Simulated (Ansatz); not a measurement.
## Property card for Ge₂Pt₃

Ge$_{2}$Pt$_{3}$:
```xyz
10
Lattice="3.4826 0.0000 0.0000 0.0000 7.5983 0.0000 -1.7356 0.0000 6.1183" Properties=species:S:1:pos:R:3 pbc="T T T"
Ge     1.7413     0.0000     0.0000
Ge     1.7413     3.7992     0.0000
Ge     0.0028     5.6988     2.9783
Ge     1.7442     1.8996     3.1401
Pt    -0.0008     5.6988     0.4246
Pt     1.7478     1.8996     5.6937
Pt     1.7442     7.1520     4.1595
Pt     0.0028     0.4463     1.9588
Pt     0.0028     3.3529     1.9588
Pt     1.7442     4.2455     4.1595
```

Space group Cmcm (No. 63); conventional cell a = 3.4826 Å, b = 12.2366 Å, c = 7.5983 Å, α = β = γ = 90.00°.

Method: r²SCAN (plane waves, PAW; program Ansatz). Structure relaxed to zero pressure with the same functional. Other levels are named where they apply.

**Cell and energy**

```json
{
  "volume_per_atom": "16.19 Å³",
  "density": "14.98 g/cm³",
  "Formation energy from the elements (no fitted shifts)": "-0.44 eV/atom"
}
```

**Electronic structure**

```json
{
  "electronic_character": "metallic (no gap)",
  "Density of states at the Fermi level": "0.37 states/eV per atom (mean over ±0.08 eV)"
}
```

**Mechanics**

```json
{
  "Bulk modulus (Birch–Murnaghan fit)": "1790 kbar",
  "Pressure derivative B′": "5.4"
}
```

**Charges**

```json
{
 "bader_charges": "Ge +0.69 to +0.73, Pt -0.49 to -0.47 e"
}
```

The workflow started from a Materials Project entry (that database holds measured and hypothetical structures alike); the Crystallography Open Database copy checked does not list it. COD files the formula under space group No. 62, so this cell is another polymorph or a model. Whether it is the stable phase at ambient conditions was not checked. The cell was relaxed with r²SCAN under the symmetry of its start; whether a distortion lowers the energy is not shown. No spin polarisation was allowed. Point labels and valley counts follow the cell and symmetry of the run, lower than the named group. The references are the lowest solids computed at this level, not always the standard phases. Scalar-relativistic: spin–orbit coupling is off unless named, which matters more the heavier the elements.

Potentials: the later of the program's two PAW sets.
